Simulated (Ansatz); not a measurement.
Input:

GaP (zinc blende)

```yaml
crystal:
  lattice:
    - [0.00000, 5.45138, 5.45138]
    - [2.72569, 2.72569, 5.45138]
    - [2.72569, 2.72569, 0.00000]
  atoms:
    - { symbol: P, position: [0.00000, 0.75000, 0.75000] }
    - { symbol: P, position: [0.50000, 0.75000, 0.75000] }
    - { symbol: Ga, position: [0.00000, 0.00000, 0.00000] }
    - { symbol: Ga, position: [0.50000, 0.00000, 0.00000] }
```

The atoms are displaced by Q × the pattern below (from a DFPT mode at X = (0.5, 0.5, 0.0), largest move 1; Q in Å), at fixed cell. (q is in reciprocal vectors of the primitive cell; the cell shown is doubled to hold the pattern.)

| atom | x | y | z |
|---|---|---|---|
| Ga3 | 0.000 | 0.000 | -1.000 |
| Ga4 | 0.000 | 0.000 | 1.000 |

Atoms not listed stay in place.

Level of theory: r2SCAN (plane waves to 500 eV, PAW, scalar-relativistic; Ansatz, a quantum-chemistry and plane-wave program). k mesh 10×10×10 (Γ-centred), Fermi-Dirac smearing 0.05 eV. Energies are smeared free energies. GaP was relaxed with its symmetry unable to fall. The zero of ΔE is the undisplaced structure.

The scan covers Q from -0.180 to 0.180 Å in 13 points.

Problem. Is this a single well or a double well?

Solution. A single well with its minimum at or next to zero displacement.

Problem. Which space group does the distorted structure have?

Solution. P-4m2 (No. 115), lowered from F-43m.

Problem. What is the energy change at Q = 0.180 Å?

Solution. 522 meV/cell.

Problem. What harmonic wavenumber does the curvature at Q = 0 give?

Solution. 252 cm⁻¹.

(For displaced atoms, the force is minus the slope of the energy, and its curvature is a force constant, which sets phonon frequencies.)
